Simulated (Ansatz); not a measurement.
**A plane-wave run on LiZn**

The input, for Ansatz 0.2.0 (plane waves, PAW):

```yaml
crystal:
  lattice:
    - [0.0, 3.098863, 3.098863]
    - [3.098863, 0.0, 3.098863]
    - [3.098863, 3.098863, 0.0]
  atoms:
    - { symbol: Zn, position: [0.5, 0.5, 0.5] }
    - { symbol: Zn, position: [0.75, 0.75, 0.75] }
    - { symbol: Li, position: [0.0, 0.0, 0.0] }
    - { symbol: Li, position: [0.25, 0.25, 0.25] }
  symmetry: { tolerance: 0.0003 }
kpoints:
  mp_grid: { grid: [9, 9, 9], shift: [0, 0, 0] }
  band_path:
    path:
      - [0.375, 0.375, 0.75]
      - [0.0, 0.0, 0.0]
      - [0.5, 0.5, 0.5]
      - [0.5, 0.25, 0.75]
      - [0.5, 0.0, 0.5]
    npoints: 13
magnetization:
  spin_polarized: false
scf:
  occupations: { method: fermi_dirac }
  lower_state_search: "off"
  max_iter: 200
hamiltonian:
  pseudopotentials: { kind: paw }
  xc: r2scan
basis:
  ecutwfc: 500
  fft_grid_basis: typed
output:
  forces: true
  stress: true
  eigenvalues: true
  bader: true
  populations: true
  elf: true
  write_potential: true
  volumetric_format: npy
  dos:
    e_range: [-12, 8]
    de: 0.05
    projected: { site_lists: { Li: [Li], Zn: [Zn] } }
checkpoint:
  read: saved_state
```

The run starts from an earlier solution of this cell. 

Excerpt of what it printed:

```
Pseudopotentials: kind: paw
Pseudopotential: Zn, paw, valence charge 12, recommended cutoff 500 eV (meta_gga), Zn.paw.azcp
Pseudopotential: Li, paw, valence charge 3, recommended cutoff 500 eV (meta_gga), Li.paw.azcp
Functional definition: r2SCAN
  exchange = r2scan_x(k0 = k0, k1 = k1, a1 = a1)
  correlation = r2scan_c
scf.n_extra_bands: the run solves 23 bands and not the automatic 19, as the state that it takes up was solved on those
Crystal: 4 atoms, lattice volume = 59.516 Å³
Basis set: ecut = 500 eV, 1459 PW (Γ), exchange–correlation on 128×128×128 points (64 copies of the dense FFT grid, shifted against one another)
Bands: 23, of which v1, the nominal top of the filled ones, is band 15 counted from 1 (14 counted from 0)
Symmetry: 48 space group operations
Space group: Fd-3m (ITA 227), of the structure as read, at distance tolerance 1.2e-3 Å
k-points: 35 of 729
Initial density: read from a saved state, or passed on in memory by an earlier SCF of this step, an earlier step, the calling program or the single point that the run made first
Functional: x = r2scan, c = r2scan; τ floored in thin density (d = 2e-4 eV/Å³)
SCF iter   1: F=-7062.4553 eV  Δρ=9.23e-4  dr2=1.70e-4  dr2_τ=1.20e-4
SCF iter   2: F=-7062.4554 eV  Δρ=4.60e-4  dr2=5.73e-5  dr2_τ=4.22e-6
SCF iter   3: F=-7062.4554 eV  Δρ=2.38e-4  dr2=2.43e-5  dr2_τ=8.08e-7
SCF iter   4: F=-7062.4554 eV  Δρ=6.99e-5  dr2=4.14e-6  dr2_τ=2.80e-8
SCF iter   5: F=-7062.4554 eV  Δρ=1.95e-5  dr2=1.19e-7  dr2_τ=1.26e-8
SCF iter   6: F=-7062.4554 eV  Δρ=1.02e-5  dr2=3.93e-8  dr2_τ=2.74e-10
Free energy (F): -7062.4554 eV
Harris-Foulkes:  -7062.4554 eV  (|F-HF|=3.05e-8)
Internal energy: -7062.4218 eV  (E = F + TS)
E sigma→0 (E₀):  -7062.4386 eV
Entropy (-TS):   -0.0337 eV (-8.416 meV/atom)
Fermi energy:    6.2711 eV
--- Stress (GPa, compression-positive) ---
       -2.1087       0.0000       0.0000
        0.0000      -2.1087       0.0000
        0.0000       0.0000      -2.1087
  P = ⅓ Tr σ = -2.1087 GPa (-21.087 kbar)
--- Bader charges: 4 sites ---
  site symbol  charge [e]  shift [e]
     0     Zn     -0.8455     0.0003
     1     Zn     -0.8455     0.0003
     2     Li      0.8455     0.0003
     3     Li      0.8455     0.0003
```

Origin: a database entry at a rescaled volume.
